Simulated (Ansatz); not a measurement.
# Is this Sr3HfBi structure a true minimum?

It was reached by relaxing an invented guess, and it needn't be the stable form of this composition.

All numbers below come from DFT PBE, scalar-relativistic, plane waves, PAW (Ansatz). Plane waves to 420 eV, a k mesh through Γ of 10×10×6 on the computed 5-atom cell and Gaussian smearing (0.10 eV); no spin polarisation.

The cell below (5 atoms, space group Cm (No. 8)) is relaxed within its symmetry.

```yaml
crystal:
  lattice:
    - [6.54900, -2.03946, 0.02403]
    - [6.54900, 2.03946, 0.02403]
    - [-5.95437, 0.00000, 7.25361]
  atoms:
    - { symbol: Sr, position: [0.94020, 0.94020, 0.93038] }
    - { symbol: Sr, position: [0.79044, 0.79044, 0.19380] }
    - { symbol: Sr, position: [0.64473, 0.64473, 0.45461] }
    - { symbol: Hf, position: [0.45619, 0.45619, 0.62279] }
    - { symbol: Bi, position: [0.16843, 0.16843, 0.79842] }
```

For the test a repeat of it with 10 atoms (edges 6.86, 7.58, 8.16 Å) was strained at random (σ = 1.5 % a component), the atoms were moved at random (σ = 0.15 Å), and all was relaxed again on a coarse 4×4×4 mesh (in the run’s order of axes) with 0.20 eV smearing, with no symmetry imposed.

These runs have no spin–orbit coupling, which can matter for Bi and Hf. The cell is a metal run without spin; a magnetic state may lie lower.

Q: Does it come back?

A: It doesn't return. The energy falls by 24 meV/atom on that mesh, the volume changes by 1.9 %, and the end has space group P1 (No. 1) at a loose tolerance. Relaxed again on a 6×6×6 mesh with 0.10 eV smearing, the new structure lies 26 meV/atom below the first (mesh in the axes of the run's cell; the cell below is made exact in the group named). Space group P1 (No. 1), triclinic, a = 6.991 Å, b = 7.471 Å, c = 8.306 Å, α = 73.9°, β = 72.6°, γ = 80.1°. Around Sr on its first site lie 1 Bi at 3.41 Å, 2 Hf at 3.52–3.54 Å, 1 Sr at 3.66 Å, 7 Sr at 3.90–4.25 Å and 2 Bi at 4.15–4.31 Å; around Sr on its second site lie 2 Bi at 3.39–3.57 Å, 1 Sr at 3.65 Å, 2 Hf at 3.86–3.95 Å, 7 Sr at 3.96–4.38 Å and 1 Bi at 4.14 Å; around Hf on its first site lie 2 Bi at 2.99–3.02 Å, 1 Hf at 3.14 Å, 7 Sr at 3.52–4.02 Å and 1 Sr at 4.40 Å; around Bi on its first site lie 2 Hf at 3.00–3.02 Å and 8 Sr at 3.57–4.15 Å; 6 more sites not described.

```cif
data_structure
_symmetry_space_group_name_H-M 'P 1'
_symmetry_Int_Tables_number 1
_cell_length_a 6.9911
_cell_length_b 7.4710
_cell_length_c 8.3058
_cell_angle_alpha 73.947
_cell_angle_beta 72.637
_cell_angle_gamma 80.115
_cell_volume 396.01
loop_
_atom_site_label
_atom_site_type_symbol
_atom_site_fract_x
_atom_site_fract_y
_atom_site_fract_z
_atom_site_occupancy
Sr1 Sr 0.94458 0.95709 0.52829 1
Sr2 Sr 0.96474 0.92684 0.01959 1
Sr3 Sr 0.38389 0.16991 0.61734 1
Sr4 Sr 0.38958 0.21144 0.09842 1
Sr5 Sr 0.83590 0.46711 0.67407 1
Sr6 Sr 0.82323 0.44806 0.18617 1
Hf1 Hf 0.29711 0.62955 0.70698 1
Hf2 Hf 0.29236 0.62463 0.33134 1
Bi1 Bi 0.47974 0.73996 0.94764 1
Bi2 Bi 0.58886 0.82543 0.39015 1
```
